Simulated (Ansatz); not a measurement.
GaAs:
```xyz
2
Lattice="2.6426 0.0000 0.0000 0.0000 2.6426 0.0000 0.0000 0.0000 5.3566" Properties=species:S:1:pos:R:3 pbc="T T T"
Ga     0.0000     0.0000     2.6783
As     0.0000     0.0000     0.0000
```

Relaxed with LDA. Special points in fractions of this cell's reciprocal vectors: Γ (0.000, 0.000, 0.000); X (0.000, 0.500, 0.000); M (0.500, 0.500, 0.000); Z (0.000, 0.000, 0.500); R (0.000, 0.500, 0.500); A (0.500, 0.500, 0.500).

Q: List the band energies nearest the Fermi level at these points for the program Ansatz at the LDA level (PAW).

A: In eV from the Fermi level; about four levels below and three above (degenerate sets whole), none deeper than 8.9 eV; points with the same levels are listed once.

```tsv
k	below	above
Γ	-8.35 -6.07	5.33 5.33 6.52
X	-6.61 -3.61 -2.90 -2.14	3.21 7.86 9.80
M	-7.00 -3.69 -3.69	0.03 1.31 1.31
Z	-1.28	0.03 5.49 5.49
R	-6.25 -5.73 -3.30	2.17 3.82 7.24
A	-6.98 -3.43 -3.43 -1.47	0.35 0.35 3.50
```

Space group P4/mmm. The workflow started from a Materials Project entry (that database holds measured and hypothetical structures alike); the Crystallography Open Database copy checked does not list it. It is not the phase usual at ambient conditions (space group No. 216). The cell was relaxed with LDA under the symmetry of its start; its stability against distortions is not shown here. Scalar-relativistic: spin–orbit coupling is off unless named, which matters more the heavier the elements.

Potentials: the earlier of the program's two PAW sets. The files were generated under PBE; for other functionals the program regenerates the frozen cores, and for LDA and PBEsol the local potential too.
